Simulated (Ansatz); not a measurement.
An inverse problem

Cell vectors (Å):

```
0.0000 2.8215 2.8215
2.8215 0.0000 2.8215
2.8215 2.8215 0.0000
```

```json
{"atom": "Y", "a": "0.5000", "b": "0.5000", "c": "0.5000"}
{"atom": "X", "a": "0.0000", "b": "0.0000", "c": "0.0000"}
```

Method: LDA, PAW on Ansatz 0.2.0's default frozen-core files (fitted under PBE), scalar-relativistic. k mesh 14×14×14, strains of ±0.005, Fermi-Dirac smearing of 0.100 eV.

Elastic constants of a crystal by Kohn-Sham DFT: slopes of the stress over finite engineering strains of the given cell, Voigt indices, Cartesian axes as in the cell vectors.

```
index  elastic (GPa)
   11            237
   12             21
   44           15.7
```

Q: All X atoms are one element. Which one was computed?

A: Se; the crystal is YSe (Fm-3m).

Known limits: frozen-core PAW files fitted under PBE, their cores solved anew for the functional of the run; responses of metals move with mesh and smearing; the softest shear constant rests on one k mesh, and a soft shear can herald a distortion on cooling.
